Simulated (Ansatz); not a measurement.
The guess for Si3N2 was made by a generator: random cell by space group and Wyckoff sites (P-4m2, No. 115). The dimensions are guesses.

```cif
data_structure
_symmetry_space_group_name_H-M 'P-4m2'
_symmetry_Int_Tables_number 115
_cell_length_a 4.2226
_cell_length_b 4.2226
_cell_length_c 3.2212
_cell_angle_alpha 90.000
_cell_angle_beta 90.000
_cell_angle_gamma 90.000
_cell_volume 57.44
loop_
_atom_site_label
_atom_site_type_symbol
_atom_site_symmetry_multiplicity
_atom_site_Wyckoff_symbol
_atom_site_fract_x
_atom_site_fract_y
_atom_site_fract_z
_atom_site_occupancy
Si1 Si 1 b 0.50000 0.50000 0.00000 1
Si2 Si 2 g 0.00000 0.50000 0.75696 1
N1 N 1 c 0.50000 0.50000 0.50000 1
N2 N 1 d 0.00000 0.00000 0.50000 1
```

The calculation used DFT PBE, scalar-relativistic, plane waves, PAW in Ansatz. Cutoff 420 eV, Gaussian smearing, Γ-centred meshes. Cell and atoms relax first on a coarse mesh and then on a finer one. In between, the cell is made exact in the group found at 0.06 Å. In metals the finer mesh still leaves noise of several meV/atom or more. The steps can't lower the symmetry of their start. No spin polarisation in the relaxation; trial moments died out in a coarse test.

A guess keeps its type if space group and coordination stay and the shape of the cell changes little (axis ratios within about 15 %, angles within 6°); the volume may change.

Problem. Does this structure survive the relaxation?

Solution. It doesn't keep its type. The symmetry stays P-4m2 (No. 115). The volume per atom grows by 13.6 %, from 11.5 to 13.1 Å³. The shortest distance goes from 1.61 Å (Si–N) to 1.89 Å (Si–N). The ratio c/a of the conventional cell changes by a factor of 1.99. Counting neighbours within 15 % of an atom's shortest distance, the start has N 2/4, Si 2/6 and the end N 4, Si 4/6. In detail, at the end around Si on a site of symmetry -4m2 lie 4 Si at 2.62 Å and 2 N at 2.66 Å; Si on a site of symmetry 2mm is surrounded by 4 N at 1.89 Å and 2 Si at 2.62 Å; around N on its first site lie 4 Si at 1.89 Å, 4 N at 2.48 Å and 2 Si at 2.66 Å; 1 more site not described.

```xyz
5
Lattice="3.5048 0.0000 0.0000 0.0000 3.5048 0.0000 0.0000 0.0000 5.3135" Properties=species:S:1:pos:R:3 pbc="T T T"
Si    1.7524    1.7524    0.0000
Si    0.0000    1.7524    3.3636
Si    1.7524    0.0000    1.9499
N     1.7524    1.7524    2.6568
N     0.0000    0.0000    2.6568
```

The zero of energy is the elements' standard structures at the same level (N₂ as a molecule); no fitted shifts are applied.

Problem. At what energy does it end?

Solution. +0.14 eV/atom. The separate elements lie lower, so it is unstable against them.

The last run used a 10×10×8 mesh (in the run's order of axes) for its 5-atom cell and Gaussian smearing of 0.10 eV. Symmetry constrained the relaxation, so the result can be a saddle point.

In counts of neighbours, a slash parts the counts of unlike sites.
